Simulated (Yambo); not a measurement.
Yambo run on AlP (zinc blende, space group F-43m, No. 216). The wavefunctions come from this Quantum ESPRESSO step (PBE, PseudoDojo standard norm-conserving files, scalar-relativistic):

```
&CONTROL
  calculation = 'nscf'
  pseudo_dir = './pseudo'
  outdir = './out'
/
&SYSTEM
  ibrav = 0
  nat = 2
  ntyp = 2
  ecutwfc = 44.0
  ecutrho = 176.0
  occupations = 'fixed'
  force_symmorphic = .true.
  nbnd = 151
/
&ELECTRONS
  conv_thr = 2e-09
  diago_full_acc = .true.
  diago_thr_init = 1e-08
/
ATOMIC_SPECIES
Al 26.9815 Al.upf
P 30.9738 P.upf
CELL_PARAMETERS angstrom
  0.000000000000   2.736485000000   2.736485000000
  2.736485000000   0.000000000000   2.736485000000
  2.736485000000   2.736485000000   0.000000000000
ATOMIC_POSITIONS crystal
Al   0.000000000000   0.000000000000   0.000000000000
P   0.250000000000   0.250000000000   0.250000000000
K_POINTS automatic
4 4 4 0 0 0
```

Yambo input:

```
rim_cut
gw0
dyson
el_el_corr
HF_and_locXC
ppa
em1d
RandQpts= 1000000
RandGvec= 1 Ry
EXXRLvcs= 44 Ry
VXCRLvcs= 176 Ry
Chimod= "HARTREE"
% BndsRnXp
 1 | 148 |
%
NGsBlkXp= 14 Ry
% LongDrXp
 1.0 | 1.0 | 1.0 |
%
PPAPntXp= 27.2114 eV
% GbndRnge
 1 | 148 |
%
GTermKind= "BG"
DysSolver= "n"
ExtendOut
% QPkrange
 1 | 1 | 4 | 5 |
 3 | 3 | 4 | 5 |
 7 | 7 | 4 | 5 |
 8 | 8 | 4 | 5 |
%
```

k points by index: 1 = Γ, 3 = L, 7 = X, 8 = W.

Table of the .qp output:

```
#    K-point    Band    Eo [eV]    E [eV]    E-Eo [eV]    Vxc [eV]    Vnlxc [eV]    Sc|Eo [eV]    Sc|E [eV]    dSc/dw|Eo [eV]    Re(Z)    Im(Z)
#
    1    4    0.000000    -0.882041    -0.882041    -11.88937    -14.09187    1.061665    1.320459    -7.982981    0.773171    -0.001605
    1    5    3.224031    3.276856    0.052825    -10.04444    -5.550913    -4.426235    -4.440703    -7.432569    0.785455    -0.001563
    3    4    -0.759549    -1.680748    -0.921200    -11.57325    -14.08633    1.316342    1.591877    -8.137999    0.769780    -0.001659
    3    5    2.783082    2.871094    0.088012    -9.553572    -5.363244    -4.079008    -4.102316    -7.195234    0.790873    -0.001544
    7    4    -2.089342    -3.066816    -0.977474    -10.94824    -13.99419    1.764912    2.068473    -8.449398    0.763058    -0.001783
    7    5    1.589966    1.557813    -0.032153    -8.244402    -4.532034    -3.752482    -3.744521    -6.764707    0.800895    -0.001515
    8    4    -2.791107    -3.731552    -0.940444    -10.21098    -13.21453    1.771222    2.063106    -8.444182    0.763169    -0.001810
    8    5    4.321078    4.309639    -0.011439    -9.411164    -5.202681    -4.222978    -4.219922    -7.363399    0.787026    -0.001618
```
(The two width columns are left out.) Convergence of these settings isn't established.

Geometry of the Materials Project entry, not relaxed at this level.
